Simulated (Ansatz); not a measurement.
Al2O3 (corundum)

```
Al2O3
1.0
    2.40441     1.38819     4.37463
   -2.40441     1.38819     4.37463
    0.00000    -2.77638     4.37463
Al O
4 6
Direct
  0.35215   0.35215   0.35215
  0.14785   0.14785   0.14785
  0.64785   0.64785   0.64785
  0.85215   0.85215   0.85215
  0.55618   0.94382   0.25000
  0.25000   0.55618   0.94382
  0.94382   0.25000   0.55618
  0.44382   0.05618   0.75000
  0.75000   0.44382   0.05618
  0.05618   0.75000   0.44382
```

A phonon eigenvector at Γ is frozen into this cell: atom i moves by Q times the vector below, so Q is the largest atomic displacement, in Å. The cell is held. It is one choice among 2 degenerate patterns.

```csv
atom,x,y,z
Al1,-0.150,0.496,0.000
Al2,0.150,0.496,0.000
Al3,-0.150,0.496,0.000
Al4,0.150,0.496,0.000
O5,0.000,-0.350,0.937
O6,0.179,-0.661,-0.468
O7,-0.179,-0.661,-0.468
O8,0.000,-0.350,0.937
O9,0.179,-0.661,-0.468
O10,-0.179,-0.661,-0.468
```

Method: PBE (plane waves to 420 eV, PAW, scalar-relativistic; Ansatz, a program for electronic structure). k mesh 8×8×8 (Γ-centred), Fermi-Dirac smearing 0.05 eV. Al2O3 was relaxed with its symmetry unable to fall. 

```tsv
Q (Å)	−dE/dQ from forces (eV/Å)
-0.100	11.570
-0.083	9.526
-0.067	7.545
-0.050	5.615
-0.033	3.722
-0.017	1.855
0.000	0.000
0.017	-1.855
0.033	-3.722
0.050	-5.615
0.067	-7.545
0.083	-9.526
0.100	-11.570
```

Task: What harmonic wavenumber does the curvature at Q = 0 give?

Result: 537 cm⁻¹. E″ = 111.17 eV/Å², M = Σ mᵢ|uᵢ|² = 105.0 u, ν̃ = 521.5·√(|E″|/M).

(A displaced cell: forces are minus the slopes of the energy, force constants its curvatures, and phonons follow from these.)
